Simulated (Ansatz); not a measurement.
**Ni, beta-Sn type: geometry optimisation**

Level of theory: Ansatz, DFT, LDA (PW92), plane waves (420 eV) with PAW, scalar-relativistic. The PAW files were generated under PBE, with cores re-solved for the functional.

k-point mesh 15×15×10, Fermi-Dirac smearing 0.05 eV, starting moments 0.80 ×2 μB. Cell and atoms relax.

Starting structure:

```
Ni
1.0
    -2.19107    2.19107    1.19633
     2.19107   -2.19107    1.19633
     2.19107    2.19107   -1.19633
Ni
2
Direct
  0.00000 0.00000 0.00000
  0.75000 0.25000 0.50000
```

Problem. What cell does the relaxation end in?

Solution. Fddd (spin ignored) with a = 2.380 Å, b = 4.219 Å, c = 8.105 Å; 10.18 Å³ per atom against 11.49 at the start (-11.4 %).

The cell has left the beta-Sn structure type; it ends in Fddd.

Problem. How much energy does the relaxation gain?

Solution. 436.3 meV per atom.

Path of the relaxation (the plane waves are chosen anew near the end, which can shift the energy a little):

```csv
step,E − E(final) (meV/atom),V (Å³/atom),P (GPa),max force (eV/Å)
0,436.27,11.487,-8.16,0.000
1,425.89,11.229,-4.37,0.000
2,421.87,10.946,0.00,0.001
3,421.86,10.945,-0.01,0.001
4,421.83,10.942,-0.02,0.000
5,421.62,10.924,0.13,0.002
6,408.59,10.798,1.61,0.008
7,361.50,10.772,-0.97,0.011
8,290.14,10.527,1.03,0.028
9,200.82,10.325,1.01,0.002
10,122.65,10.050,0.80,0.025
11,90.55,9.990,-2.24,0.006
12,89.75,9.874,1.77,0.008
13,89.37,9.905,0.05,0.000
14,89.33,9.914,0.00,0.000
15,31.95,9.914,7.75,0.000
16,7.33,10.025,3.94,0.004
17,0.44,10.181,-0.21,0.002
18,0.39,10.171,0.04,0.000
19,0.39,10.172,0.00,0.000
20,0.00,10.172,0.08,0.000
21,0.00,10.176,0.00,0.000
22,0.00,10.176,0.00,0.000
```

The k-point mesh keeps fewer symmetry operations than the starting structure has, so the cell can leave it.

Problem. Which magnetic state does it end in?

Solution. ferromagnetic, net 0.59 μB per atom; moments 0.62 ×2 μB.
